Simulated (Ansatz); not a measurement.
KTaO₃:
```
CELL_PARAMETERS angstrom
      4.02438     0.00000     0.00000
      0.00000     4.02438     0.00000
      0.00000     0.00000     4.02438
ATOMIC_POSITIONS crystal
  K  0.50000 0.50000 0.50000
  O  0.50000 0.00000 0.00000
  O  0.00000 0.50000 0.00000
  O  0.00000 0.00000 0.50000
  Ta 0.00000 0.00000 0.00000
```

x, y and z are the axes in which the lattice vectors are written.

Q: Give the high-frequency dielectric tensor and the Born effective charge tensors of the independent atoms from DFPT, plane-wave PAW PBE (Ansatz code).

A: 
ε∞:
```
5.41  0.00  0.00
0.00  5.41  0.00
0.00  0.00  5.41
```
Z* of atom 1 (K), rows: field, columns: displacement, in e:
```
1.15  0.00  0.00
0.00  1.15  0.00
0.00  0.00  1.15
```
Z* of atom 2 (O), rows: field, columns: displacement, in e:
```
-6.57   0.00   0.00
 0.00  -1.66   0.00
 0.00   0.00  -1.66
```
Z* of atom 5 (Ta), rows: field, columns: displacement, in e:
```
8.74  0.00  0.00
0.00  8.74  0.00
0.00  0.00  8.74
```

Static charges for comparison (Bader): K1 +0.82, O2 -1.24, Ta5 +2.91 e. Born charges measure polarisation by displacement and can exceed these by far.

Space group Pm-3m (cubic perovskite). The PBE relaxation kept the symmetry of its start. At this level the phase is dynamically unstable (imaginary phonons). The run is not spin-polarised. Scalar-relativistic: spin–orbit coupling is off unless named, which matters more the heavier the elements.

Potentials: the later of the program's two PAW sets.
